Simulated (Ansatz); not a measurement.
Consider the following.

KZnF3:
```
KZnF3
1.0
    4.05217     0.00000     0.00000
    0.00000     4.05217     0.00000
    0.00000     0.00000     4.05217
K Zn F
1 1 3
Direct
  0.00000   0.00000   0.00000
  0.50000   0.50000   0.50000
  0.50000   0.50000   0.00000
  0.00000   0.50000   0.50000
  0.50000   0.00000   0.50000
```

This is the PBEsol-relaxed structure.

Problem. All from PBEsol (plane waves, PAW; program Ansatz), unless another level is named. Estimate the smallest direct gap on the standard path.

Solution. 5.52 eV.

Problem. Give the band gap.

Solution. 3.71 eV (indirect).

Problem. Predict the weight of the valence-edge state by species (Voronoi cells).

Solution. F 56 %, Zn 44 %.

Space group Pm-3m (cubic perovskite). The PBEsol relaxation kept the symmetry of its start.

Potentials: the later of the program's two PAW sets.
